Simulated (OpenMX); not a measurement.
## MgI2 and the effect of the choice of potentials or basis

The structure is trigonal, space group P-3m1 (No. 164). The conventional cell has a = 4.140 Å, b = 4.140 Å, c = 6.880 Å, α = 90.00°, β = 90.00°, γ = 120.00°. Around I (site symmetry 3m) lie 3 Mg at 2.94 Å. Mg (site symmetry -3m) has 6 I at 2.94 Å as nearest neighbours.

Kept alike: task band structure; functional PBE; k mesh 7 × 7 × 3; occupations fermi-dirac, width 0.05 eV; no spin polarisation. Program: OpenMX. The mesh is that of the run's cell of 3 atoms. No spin-orbit coupling.

| choice of potentials or basis | band gap (eV) | pressure (GPa) |
| --- | --- | --- |
| OpenMX 2013 PBE set, I7.0-s3p2d2, Mg7.0-s3p2, grid cutoff 500 Ry | 3.419 | 1.69 |
| OpenMX 2013 PBE set, I7.0-s3p2d2f1, Mg7.0-s3p2d1, grid cutoff 500 Ry | 3.403 | 0.95 |
| OpenMX 2013 PBE set, I7.0-s3p3d2f1, Mg7.0-s3p2d2, grid cutoff 500 Ry | 3.446 | 0.75 |

Pressure is positive in compression. Spin-orbit coupling, left out here, moves the band edges of heavy atoms and can close or invert small gaps. Gaps are the smaller of the mesh's and the band path's.

What does the choice of potentials or basis change here?

The band gap runs from 3.403 (OpenMX 2013 PBE set, I7.0-s3p2d2f1, Mg7.0-s3p2d1, grid cutoff 500 Ry) to 3.446 eV (OpenMX 2013 PBE set, I7.0-s3p3d2f1, Mg7.0-s3p2d2, grid cutoff 500 Ry). The pressure runs from 0.75 (OpenMX 2013 PBE set, I7.0-s3p3d2f1, Mg7.0-s3p2d2, grid cutoff 500 Ry) to 1.69 GPa (OpenMX 2013 PBE set, I7.0-s3p2d2, Mg7.0-s3p2, grid cutoff 500 Ry).
